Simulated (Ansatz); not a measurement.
Input file for Ansatz (an electronic-structure program):

Ansatz 0.2 input:
```yaml
crystal:
  lattice:
    - [2.985764283, -4.2263759606, 0.0]
    - [2.985764283, 4.2263759606, 0.0]
    - [0.0, 0.0, 2.9927331679]
  atoms:
    - { symbol: Mg, position: [0.5, 0.5, 0.0] }
    - { symbol: Mg, position: [0.0, 0.5, 0.5] }
    - { symbol: Mg, position: [0.5, 0.0, 0.5] }
    - { symbol: Zn, position: [0.0, 0.0, 0.0] }
    - { symbol: O, position: [0.2526458443, 0.7473541557, 0.0] }
    - { symbol: O, position: [0.7473541557, 0.2526458443, 0.0] }
    - { symbol: O, position: [0.7455479506, 0.7455479506, 0.5] }
    - { symbol: O, position: [0.2544520494, 0.2544520494, 0.5] }
kpoints:
  mp_grid: { grid: [5, 5, 8] }
basis: { xc_grid: 2 }
hamiltonian:
  xc: pbesol
  pseudopotentials: { kind: paw }
scf:
  occupations: { method: fixed }
output:
  optics: { e_range: [0.0, 15.0], de: 0.05, sigma: 0.1, bands: { spectra_wanted_up_to: 12 eV } }
```

Output (shortened):

```
output.optics: the spectra are integrated over the Brillouin zone by k·p interpolation around the k-points, where levels, occupations, output.optics.sigma and …
Pseudopotentials: kind: paw
Pseudopotential: Mg, paw, valence charge 10
Pseudopotential: Zn, paw, valence charge 12
Pseudopotential: O, paw, valence charge 6
Functional definition: PBEsol
Crystal: 8 atoms, lattice volume = 75.530 Å³
Basis set: ecut = 420 eV, 1437 PW (Γ), exchange–correlation on 72×72×48 points (8 copies of the dense FFT grid, shifted against one another)
Bands: 41, of which v1, the nominal top of the filled ones, is band 33 counted from 1 (32 counted from 0)
Symmetry: 8 space group operations
Space group: Cmmm (ITA 65), of the structure as read, at distance tolerance 4.2e-5 Å
k-points: 45 of 200
PAW frozen core: Mg, regenerated for the run's functional, and the local potential with it
PAW frozen core: Zn, regenerated for the run's functional, and the local potential with it
PAW frozen core: O, regenerated for the run's functional, and the local potential with it
Initial wavefunctions: pseudopotential atomic-orbital guess
Eigensolver: davidson
Functional: x = pbesol(κ = 0.804, μ = 0.12345679012345678), c = pbesol(β = 0.046)
SCF iter   1: F=—  HF=-11269.597747 eV  |F-HF|=—  |Δ(HF+E_count)|=         —  Δρ=1.55e-2  dr2=1.45e-1  ethr=1.77e-3  ⟨swp⟩=4.9  Hψ=6625  notcnv=0  defer=245
all-band conjugate gradients solve this SCF's bands
preconditioner: auto → Resta (q_TF=auto, 2.668 Å⁻¹)
SCF iter   2: F=—  HF=-11269.554504 eV  |F-HF|=—  |Δ(HF+E_count)|=   4.32e-2  Δρ=2.40e-3  dr2=1.97e-3  ethr=2.19e-4  ⟨swp⟩=2.0  Hψ=2730  notcnv=0  defer=268
SCF iter   3: F=—  HF=-11269.554143 eV  |F-HF|=—  |Δ(HF+E_count)|=   3.61e-4  Δρ=1.21e-3  dr2=6.08e-4  ethr=2.99e-6  ⟨swp⟩=2.2  Hψ=3093  notcnv=0  defer=269
SCF iter   4: F=—  HF=-11269.554134 eV  |F-HF|=—  |Δ(HF+E_count)|=   8.66e-6  Δρ=2.73e-4  dr2=3.95e-5  ethr=9.21e-7  ⟨swp⟩=2.0  Hψ=3182  notcnv=0  defer=198
SCF iter   5: F=—  HF=-11269.554149 eV  |F-HF|=—  |Δ(HF+E_count)|=   1.43e-5  Δρ=1.69e-4  dr2=1.13e-5  ethr=5.98e-8  ⟨swp⟩=2.0  Hψ=2468  notcnv=0  defer=151
SCF iter   6: F=—  HF=-11269.554143 eV  |F-HF|=—  |Δ(HF+E_count)|=   5.53e-6  Δρ=3.59e-5  dr2=4.74e-7  ethr=1.72e-8  ⟨swp⟩=2.0  Hψ=2468  notcnv=0  defer=142
SCF iter   7: F=—  HF=-11269.554143 eV  |F-HF|=—  |Δ(HF+E_count)|=   5.04e-8  Δρ=1.92e-5  dr2=2.06e-7  ethr=7.18e-10  ⟨swp⟩=2.0  Hψ=2648  notcnv=0  defer=142
SCF iter   8: F=—  HF=-11269.554143 eV  |F-HF|=—  |Δ(HF+E_count)|=   5.22e-8  Δρ=2.50e-6  dr2=2.21e-9  ethr=3.12e-10  ⟨swp⟩=2.1  Hψ=2498  notcnv=0  defer=142
SCF iter  11: F=-11269.554143 eV  HF=-11269.554143 eV  |F-HF|=3.64e-12  |Δ(HF+E_count)|=  7.28e-12  Δρ=8.54e-8  dr2=3.82e-12  ethr=1.00e-12  ⟨swp⟩=9.0  Hψ=7211  notcnv=0
SCF 1 converged in 11 iterations: F = -11269.554143 eV  dr2 = 3.82e-12
NSCF: frozen V_eff on 45 k-points
Optics k sum: 0 of 45 k-points
Optics k sum: 3 of 45 k-points
Optics k sum: 5 of 45 k-points
Optics k sum: 7 of 45 k-points
Optics k sum: 9 of 45 k-points
Optics k sum: 12 of 45 k-points
Optics k sum: 14 of 45 k-points
Optics k sum: 16 of 45 k-points
Optics k sum: 18 of 45 k-points
Optics k sum: 21 of 45 k-points
Optics k sum: 23 of 45 k-points
Optics k sum: 25 of 45 k-points
Optics k sum: 27 of 45 k-points
Optics k sum: 30 of 45 k-points
Optics k sum: 32 of 45 k-points
Optics k sum: 34 of 45 k-points
Optics k sum: 36 of 45 k-points
Optics k sum: 39 of 45 k-points
Optics k sum: 41 of 45 k-points
Optics k sum: 43 of 45 k-points
Optics k sum: 45 of 45 k-points
Optics k sum: 0 of 45 k-points
Optics k sum: 3 of 45 k-points
Optics k sum: 5 of 45 k-points
Optics k sum: 7 of 45 k-points
Optics k sum: 9 of 45 k-points
Optics k sum: 12 of 45 k-points
Optics k sum: 14 of 45 k-points
Optics k sum: 16 of 45 k-points
Optics k sum: 18 of 45 k-points
Optics k sum: 21 of 45 k-points
Optics k sum: 23 of 45 k-points
Optics k sum: 25 of 45 k-points
Optics k sum: 27 of 45 k-points
Optics k sum: 30 of 45 k-points
Optics k sum: 32 of 45 k-points
Optics k sum: 34 of 45 k-points
Optics k sum: 36 of 45 k-points
Optics k sum: 39 of 45 k-points
Optics k sum: 41 of 45 k-points
Optics k sum: 43 of 45 k-points
Optics k sum: 45 of 45 k-points
NSCF: frozen V_eff on 1 k-points
NSCF: frozen V_eff on 1 k-points
NSCF: frozen V_eff on 1 k-points
NSCF: frozen V_eff on 1 k-points
NSCF: frozen V_eff on 1 k-points
NSCF: frozen V_eff on 1 k-points
output.optics: what the bands over the 57 summed would add to eps1, eps2 and the energy-loss function is held between a lower and an upper bound (7 Lanczos …
SCF converged after 11 iterations
Free energy (F): -11269.554143 eV
Harris-Foulkes:  -11269.554143 eV  (|F-HF|=3.64e-12)
Internal energy: -11269.554143 eV  (E = F + TS)
E sigma→0 (E₀):  -11269.554143 eV
Fermi energy:    8.589075 eV
--- Per-component energies (eV) ---
  E_band       = -798.078876
  E_kinetic    = 1071.104807
  E_local      = -6520.027431  (includes V_loc(G=0)·N_el)
  E_nonlocal   = 1102.208994
  E_hartree    = 2360.893994
  E_xc         = -519.480943
  E_vxc        = -546.844805  (∫ρ·V_xc dr)
  E_paw        = -3248.761322  (= ΣΔE_a)
  E_vpaw       = -626.317912  (= ΣTr[D̂ρ^β])
  E_aug_tail   = 0.009539  (compensation charges beyond the density's cutoff)
  E_ewald      = -5516.616874
  E_core_change = 1.115093  (= ΣΔE_core)
  E_smearing   =  0.000000  (= −TS)
  E_closure    =  0.000000  (closes the sum)
  Σ components = -11269.554143   (vs F -11269.554143, Δ=0.00e0)
  [band-id]    e_kinetic+e_local+e_nonlocal+2·e_hartree+e_vxc+e_vpaw+e_augmentation_tail = -798.078821   (vs E_band -798.078876, Δ=5.48e-5)
--- Band table (eV; the first three rows and the last of 45) ---
  k-point 0: bands = ["-63.6042", "-63.6010", "-63.5581", "-30.5963", "-30.5728", "-30.5692", "-30.5419", "-30.5411", "-30.5332", "-30.5056", "-30.4986", "-30.4912", "-9.0265", "-7.6971", "-7.6043", "-7.4544", "2.7277", "3.0308", "4.0056", "4.0057", "4.0297", "4.5331", "4.6594", "5.2552", "6.7677", "6.7911", "7.6291", "7.7206", "8.1728", "8.1730", "8.1831", "8.4617", "8.5753", "11.9270", "15.4730", "15.6977", "16.7055", "17.9362", "20.3423", "20.7899", "20.8168"]
  k-point 1: bands = ["-63.6037", "-63.6006", "-63.5578", "-30.5935", "-30.5705", "-30.5679", "-30.5474", "-30.5410", "-30.5393", "-30.5063", "-30.5002", "-30.4980", "-8.9102", "-7.6612", "-7.5653", "-7.4356", "2.9233", "3.1624", "3.9694", "4.0260", "4.0403", "4.5559", "4.6029", "5.2885", "6.4187", "6.8331", "7.3310", "7.4941", "7.5374", "7.7944", "8.0785", "8.4186", "8.4653", "12.6407", "16.0805", "16.2493", "17.0584", "18.2770", "20.2869", "20.6774", "20.7304"]
  k-point 2: bands = ["-63.6026", "-63.5996", "-63.5569", "-30.5863", "-30.5646", "-30.5645", "-30.5627", "-30.5539", "-30.5386", "-30.5146", "-30.5087", "-30.5047", "-8.5915", "-7.5725", "-7.4681", "-7.4180", "3.4586", "3.5077", "3.9322", "3.9580", "3.9875", "4.3000", "4.8949", "5.3975", "5.7956", "6.3808", "6.3948", "6.5677", "7.2551", "7.4074", "7.7666", "8.0994", "8.4681", "13.9804", "17.3900", "17.5384", "17.6843", "18.5126", "20.2440", "20.3345", "20.5043"]
  k-point 44: bands = ["-63.6010", "-63.5982", "-63.5556", "-30.5918", "-30.5849", "-30.5780", "-30.5699", "-30.5537", "-30.5340", "-30.5185", "-30.5103", "-30.5057", "-7.7118", "-7.6208", "-7.4982", "-7.4035", "2.8157", "3.0675", "4.0049", "4.0351", "4.0372", "4.1553", "4.4429", "5.0579", "5.1179", "6.6607", "6.7230", "6.7230", "6.8327", "7.5398", "7.7162", "8.4783", "8.5849", "15.2064", "15.5626", "15.9032", "18.1052", "18.1247", "18.2413", "20.4402", "20.6153"]
  band table: 41 of 41 bands, residual norms ≤ 1.0e-3 eV
```

Cost: roughly 70 core-seconds on shared cores.

The first step of the workflow began from a Materials Project structure, measured or hypothetical; the Crystallography Open Database copy checked does not list it. With Mg and Zn taken as one species the cell has the higher symmetry Fm-3m, so it may be an ordered model of a mixed-site phase. Its standing as an ambient phase is unchecked. The PBEsol relaxation kept the symmetry of its start; of distortions, only those at the zone centre were tested.

Potentials: the later of the program's two PAW sets.

Ansatz is a plane-wave DFT program.
